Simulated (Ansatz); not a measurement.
Computed with DFT PBE, scalar-relativistic, plane waves, PAW in Ansatz 0.2.0. Settings: cutoff 420 eV, Γ-centred meshes spaced at most about 0.3 Å⁻¹, and about 0.25 Å⁻¹ or finer for metals (2π included), Gaussian smearing. No spin polarisation in the final relaxations.

These are static total energies at zero pressure. All come from trial cells, and lower structures may exist.

Question: Which of these relaxed structures of Ge3W2 is the lowest in energy?
A. Space group P4mm (No. 99), tetragonal, a = 3.550 Å, c = 7.355 Å. Ge on a site of symmetry 2mm has 4 Ge at 2.51 Å and 4 W at 2.57–2.68 Å; Ge on a site of symmetry 4mm has 1 W at 2.52 Å and 4 W at 2.69 Å; around W on its first site lie 5 Ge at 2.52–2.57 Å; W on its second site has 8 Ge at 2.68–2.69 Å.
B. Space group P4/mmm (No. 123), tetragonal, a = 4.726 Å, c = 5.344 Å. Around Ge on a site of symmetry 4mm lie 1 Ge at 2.52 Å, 4 W at 2.75 Å and 1 Ge at 2.82 Å; Ge on a site of symmetry 4/mmm is surrounded by 4 W at 2.36 Å; W is surrounded by 2 Ge at 2.36 Å and 4 Ge at 2.75 Å.
C. Space group R-3m (No. 166), trigonal, a = 5.323 Å, c = 10.333 Å. Around Ge lie 2 W at 2.54 Å, 4 Ge at 2.66 Å and 4 W at 3.02 Å; around W lie 3 Ge at 2.54 Å, 1 W at 2.85 Å, 6 Ge at 3.02 Å and 3 W at 3.13 Å.

Answer: C. It has space group R-3m (No. 166); the next, A, with space group P4mm (No. 99), lies 240 meV/atom higher. Counting Ge atoms around W (those within 1.25 times the shortest such distance or 1.15 times the sum of covalent radii; a plus sign parts nearer from farther groups; a slash parts the counts of unlike sites), the lowest has W 3+6 and the next has W 5/8. The next holds Ge–Ge nets (shortest 2.51 Å); in the lowest the shortest Ge–Ge distance is 2.66 Å, near bonding range too. Even the lowest lies +0.50 eV/atom against the elements.

These runs have no spin–orbit coupling, which can matter for W. Cells relaxed within their symmetry can be saddle points. Some types were kept out of the candidates beforehand, so the set may lack a known form.
